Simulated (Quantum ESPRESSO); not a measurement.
# Kohn-Sham bands of RbCl (rock salt)

```xyz
2
Lattice="0.0000 3.3087 3.3087 3.3087 0.0000 3.3087 3.3087 3.3087 0.0000" Properties=species:S:1:pos:R:3 pbc="T T T"
Rb     0.0000     0.0000     0.0000
Cl     3.3087     3.3087     3.3087
```

Structure: Materials Project mp-23295, symmetrised, not relaxed again. COD (Crystallography Open Database) has the formula in 2 space groups, this one among them (matched by group alone). Level: PBEsol, no spin polarisation, no spin-orbit coupling; pw.x of Quantum ESPRESSO at 47 Ry with PseudoDojo potentials, 8×8×8 k-points, Wannier90. Density: 8×8×8 mesh, cold smearing 0.01 Ry.

Energies are relative to the valence-band maximum; weights are on the orthonormalised atomic waves of the pseudopotential files, averaged over the group. 16 electrons a cell are treated as valence.

| bands | from (eV) | to (eV) | filling | weight on atomic waves |
|---|---|---|---|---|
| 1 | -23.92 | -23.90 | filled | … |
| 2 | -12.01 | -11.91 | filled | … |
| 3–5 | -8.22 | -7.95 | filled | … |
| 6–8 | -0.86 | 0.00 | filled | … |

**Question.** Which atomic shells make up each group?

**Answer.** 
- 1, weight on atomic waves: Rb 4s 99 %
- 2, weight on atomic waves: Cl 3s 93 %, Rb 5s 5 %
- 3–5, weight on atomic waves: Rb 4p 98 %
- 6–8, weight on atomic waves: Cl 3p 96 %

The Kohn-Sham gap over both meshes and the path is 4.80 eV.
